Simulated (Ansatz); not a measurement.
VN:
```
CELL_PARAMETERS angstrom
      0.00000     2.02107     2.02107
      2.02107     0.00000     2.02107
      2.02107     2.02107     0.00000
ATOMIC_POSITIONS crystal
  V  0.00000 0.00000 0.00000
  N  0.50000 0.50000 0.50000
```

Relaxed with LDA. Special points in fractions of this cell's reciprocal vectors: Γ (0.000, 0.000, 0.000); X (0.500, 0.000, 0.500); U (0.625, 0.250, 0.625); K (0.375, 0.375, 0.750); L (0.500, 0.500, 0.500); W (0.500, 0.250, 0.750).

### Question
List the band energies nearest the Fermi level at these points for DFT-LDA in the program Ansatz with PAW potentials.

### Answer
In eV from the Fermi level; about four levels below and three above (degenerate sets whole), none deeper than 8.9 eV; … stands for higher levels left out; points with the same levels are listed once.

```json
[
 {"k": "Γ", "below": "-2.30 -2.30 -2.30 -1.68 -1.68 -1.68", "above": "…"},
 {"k": "X", "below": "-6.85 -4.18 -3.76 -3.76", "above": "0.54 1.37 1.37"},
 {"k": "U", "below": "-6.84 -6.74 -5.30 -1.26", "above": "0.97 1.46 3.00"},
 {"k": "L", "below": "-6.48 -6.48", "above": "0.68 0.68 1.64"},
 {"k": "W", "below": "-6.48 -6.48 -6.29", "above": "0.16 0.16 1.38"}
]
```

Space group Fm-3m (rock salt). Symmetry was held in the LDA relaxation; of distortions, only those at the zone centre were tested. The run is not spin-polarised.

Potentials: the later of the program's two PAW sets.
